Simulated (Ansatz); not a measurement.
Relaxed-ion elastic tensor of NbP (CsCl type, Pm-3m) in GPa (Voigt order), the program Ansatz at the r²SCAN level (PAW); density 6.86 g/cm³, 15.00 Å³ per atom.

```tsv
	1	2	3	4	5	6
1	382	104	104	0.0	0.0	0.0
2	104	382	104	0.0	0.0	0.0
3	104	104	382	0.0	0.0	0.0
4	0.0	0.0	0.0	123	0.0	0.0
5	0.0	0.0	0.0	0.0	123	0.0
6	0.0	0.0	0.0	0.0	0.0	123
```

Question: Is the crystal mechanically stable?

Answer: Yes: the smallest eigenvalue of C is 123 GPa.

Question: Work out the Voigt, Reuss and Hill averages.

Answer: K_V = 196, K_R = 196, K_H = 196; G_V = 129, G_R = 129, G_H = 129 GPa.

Question: Give Young's modulus, Poisson's ratio, Pugh's ratio and the universal anisotropy index.

Answer: E = 9KG/(3K + G) = 318 GPa; ν = 0.23; K/G = 1.52 (brittle by the Pugh limit of 1.75); A_U = 5G_V/G_R + K_V/K_R − 6 = 0.02.

Question: Estimate the sound speeds and the Debye temperature.

Answer: v_l = √((K + 4G/3)/ρ) = 7330 m/s, v_t = √(G/ρ) = 4340 m/s, mean 4810 m/s; Θ = (h/k)(3n/4πV)^(1/3) v_m = 580 K.

Question: Give the Zener ratio and Young's modulus along [100], [110] and [111].

Answer: A = 2C44/(C11 − C12) = 0.88; 1/E = S11 − 2(S11 − S12 − S44/2)Γ with Γ = 0, 1/4, 1/3 gives 338, 312, 305 GPa.

Question: Solve the Christoffel equation for the three sound speeds along [100], [110], [111].

Answer: Eigenvalues of C_ijkl n_j n_l equal ρv². In km/s, slowest first: [100] 4.23, 4.23, 7.47; [110] 4.23, 4.51, 7.30; [111] 4.42, 4.42, 7.25.

The cell is a constructed one: a structure type filled with these elements; neither database checked (COD, Materials Project) lists it. COD files the formula under space group No. 141, so this cell is another polymorph or a model. Whether it is the stable phase at ambient conditions was not checked. The cell was relaxed with r²SCAN under the symmetry of its start; of distortions, only those at the zone centre were tested. No spin polarisation was allowed. As this level gives no gap, shear constants depend on the k-mesh and smearing (Fermi–Dirac, 0.1 eV here).

Potentials: the later of the program's two PAW sets.
